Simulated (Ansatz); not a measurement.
Relaxed SiO$_{2}$ (rutile):

```yaml
crystal:
  lattice:
    - [4.18520, 0.00000, 0.00000]
    - [0.00000, 4.18520, 0.00000]
    - [0.00000, 0.00000, 2.66883]
  atoms:
    - { symbol: Si, position: [0.50000, 0.50000, 0.50000] }
    - { symbol: Si, position: [0.00000, 0.00000, 0.00000] }
    - { symbol: O, position: [0.80610, 0.80610, 0.50000] }
    - { symbol: O, position: [0.30610, 0.69390, 0.00000] }
    - { symbol: O, position: [0.69390, 0.30610, 0.00000] }
    - { symbol: O, position: [0.19390, 0.19390, 0.50000] }
```

The atoms are displaced by Q × the pattern below (from a DFPT mode at Γ, largest move 1; Q in Å), at fixed cell.

```csv
atom,x,y,z
Si1,0.000,0.000,-0.486
Si2,0.000,0.000,0.486
O3,0.000,0.000,-1.000
O4,0.000,0.000,1.000
O5,0.000,0.000,1.000
O6,0.000,0.000,-1.000
```

Computed with r2SCAN (plane waves to 500 eV, PAW, scalar-relativistic; Ansatz, a program for electronic structure). k mesh 8×8×12 (Γ-centred), Fermi-Dirac smearing 0.05 eV. SiO2 was relaxed with its symmetry unable to fall.

At one point of the scan the forces (eV/Å) are:

```tsv
atom	Fx	Fy	Fz
Si1	0.000	0.000	2.653
Si2	0.000	0.000	-2.653
O3	-0.414	-0.414	3.038
O4	-0.414	0.414	-3.038
O5	0.414	-0.414	-3.038
O6	0.414	0.414	3.038
```

Task: Which point is it?
A. Q = 0.030 Å
B. Q = 0.120 Å
C. Q = 0.090 Å
D. Q = 0.060 Å

Result: C, Q = 0.090 Å

(A displaced cell: forces are minus the slopes of the energy, force constants its curvatures, and phonons follow from these.)
